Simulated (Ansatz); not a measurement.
A relaxation of cell and atoms of SnOSe as a Janus 1T monolayer with the PAW code Ansatz, at the level PBEsol. It starts from the PBE minimum.

```yaml
crystal:
  lattice:
    - [3.5498953373, 0.0, 0.0]
    - [-1.7749476687, 3.0742995429, 0.0]
    - [0.0, 0.0, 29.2993396888]
  atoms:
    - { symbol: Sn, position: [0.0, 0.0, 0.3159433957] }
    - { symbol: O, position: [0.3333333333, 0.6666666667, 0.3469788418] }
    - { symbol: Se, position: [0.6666666667, 0.3333333333, 0.2586002366] }
  periodic: [true, true, false]
kpoints:
  mp_grid: { grid: [12, 12, 1] }
hamiltonian:
  xc: pbesol
scf:
  occupations: { method: fermi_dirac, width: 0.02 }
relax:
  f_tol: 0.005
  cell: {}
output:
  write_density: true
  write_potential: true
  elf: true
  volumetric_format: npy
```

The trajectory has 6 recorded frames, each with fractional positions and then forces in eV/Å along x, y and z. The last, and any step after a large change of cell, is solved on a basis re-selected at its cell; pressure is positive in compression.

Step 1: energy 0.0 meV/atom from step 1, largest force component 0.315 eV/Å; a = 3.550 Å, b = 3.550 Å, c = 29.299 Å, α = 90.00°, β = 90.00°, γ = 120.00°
```
Sn 0.0000 0.0000 0.3159     0.000   0.000  -0.075
O  0.3333 0.6667 0.3470     0.000   0.000  -0.240
Se 0.6667 0.3333 0.2586     0.000   0.000   0.315
```

Step 2: energy -5.0 meV/atom from step 1, largest force component 0.471 eV/Å; a = 3.508 Å, b = 3.508 Å, c = 29.299 Å, α = 90.00°, β = 90.00°, γ = 120.00°
```
Sn 0.0000 0.0000 0.3154     0.000   0.000   0.422
O  0.3333 0.6667 0.3461     0.000   0.000   0.049
Se 0.6667 0.3333 0.2600     0.000   0.000  -0.471
```

Step 3: energy -8.8 meV/atom from step 1, largest force component 0.041 eV/Å; a = 3.497 Å, b = 3.497 Å, c = 29.299 Å, α = 90.00°, β = 90.00°, γ = 120.00°
```
Sn 0.0000 0.0000 0.3159     0.000   0.000   0.041
O  0.3333 0.6667 0.3469     0.000   0.000  -0.032
Se 0.6667 0.3333 0.2587     0.000   0.000  -0.009
```

Step 4: energy -8.8 meV/atom from step 1, largest force component 0.007 eV/Å; a = 3.497 Å, b = 3.497 Å, c = 29.299 Å, α = 90.00°, β = 90.00°, γ = 120.00°
```
Sn 0.0000 0.0000 0.3160     0.000   0.000   0.003
O  0.3333 0.6667 0.3468     0.000   0.000   0.004
Se 0.6667 0.3333 0.2587     0.000   0.000  -0.007
```

Step 5: energy -8.8 meV/atom from step 1, largest force component 0.003 eV/Å; a = 3.496 Å, b = 3.496 Å, c = 29.299 Å, α = 90.00°, β = 90.00°, γ = 120.00°
```
Sn 0.0000 0.0000 0.3160     0.000   0.000   0.002
O  0.3333 0.6667 0.3468     0.000   0.000   0.001
Se 0.6667 0.3333 0.2587     0.000   0.000  -0.003
```

Step 6: energy -7.9 meV/atom from step 1, largest force component 0.004 eV/Å; a = 3.496 Å, b = 3.496 Å, c = 29.299 Å, α = 90.00°, β = 90.00°, γ = 120.00°
```
Sn 0.0000 0.0000 0.3160     0.000   0.000   0.002
O  0.3333 0.6667 0.3468     0.000   0.000   0.002
Se 0.6667 0.3333 0.2587     0.000   0.000  -0.004
```

The walk took 5 steps and changed the area by -3.0 %. The last SCF, on a fresh basis, lies 7.9 meV an atom below the first. At the end: the sheet's in-plane cell has a = 3.496 Å, b = 3.496 Å (γ = 120.0°), and its outermost atoms lie 2.58 Å apart along the normal. Around Sn lie 3 O at 2.21 Å and 3 Se at 2.62 Å; around O lie 3 Sn at 2.21 Å; around Se lie 3 Sn at 2.62 Å.

Wall time 54 s on 1 × NVIDIA H100 80GB HBM3 with 2 threads of AMD EPYC 7R13 Processor (Zen 3), with other jobs on the host, load about 1.4 per core; peak host memory 1.2 GiB.

The structure was generated, not taken from experiment, and needn't be the ground state; spin polarisation is off.
